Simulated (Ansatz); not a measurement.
# Computed properties of Ga$_{2}$AsP

Ga2AsP:
```yaml
crystal:
  lattice:
    - [1.96474, 1.13434, 6.42036]
    - [-1.96474, 1.13434, 6.42036]
    - [0.00000, -2.26869, 6.42036]
  atoms:
    - { symbol: Ga, position: [0.00239, 0.00239, 0.00239] }
    - { symbol: Ga, position: [0.49751, 0.49751, 0.49751] }
    - { symbol: P, position: [0.37496, 0.37496, 0.37496] }
    - { symbol: As, position: [0.87514, 0.87514, 0.87514] }
```

Space group R3m (No. 160); conventional cell a = 3.9295 Å, b = 3.9295 Å, c = 19.2611 Å, α = 90.00°, β = 90.00°, γ = 120.00°.

Method: the program Ansatz at the r²SCAN level (PAW). Geometry: relaxed at this level of theory. Other levels are named where they apply.

**Cell and energy**

```yaml
volume_per_atom: 21.46 Å³
density: 4.75 g/cm³
```

**Electronic structure**

```yaml
band_gap: 1.46 eV (direct)
valence_band_maximum: at Γ
conduction_band_minimum: at Γ
electron_effective_mass: 0.11, 0.11, 0.17 mₑ (principal values)
Electron effective mass with spin–orbit coupling: 0.11, 0.11, 0.18 mₑ (principal values)
Hole effective mass, band 1 of 2 at the edge: 0.49 along x, 0.88 along z (mₑ)
Hole effective mass, band 2 of 2 at the edge: 0.069 along x, 0.88 along z (mₑ)
Hole effective mass with spin–orbit coupling: 0.12, 0.12, 0.89 mₑ (principal values)
Gap with spin–orbit coupling: 1.38 eV
```

**Mechanics**

```yaml
Bulk modulus (Birch–Murnaghan fit): 79.4 GPa
Pressure derivative B′: 4.5
```

**Charges**

```yaml
bader_charges: Ga +0.80 to +0.88, P -0.90, As -0.78 e
```

The first step of the workflow began from a Materials Project structure, measured or hypothetical; the Crystallography Open Database copy checked does not list it. With P and As taken as one species the cell has the higher symmetry F-43m, so it may be an ordered model of a mixed-site phase. Whether it is the stable phase at ambient conditions was not checked. The r²SCAN relaxation kept the symmetry of its start; whether a distortion lowers the energy is not shown. Scalar-relativistic: spin–orbit coupling is off unless named, which matters more the heavier the elements.

Potentials: the later of the program's two PAW sets.
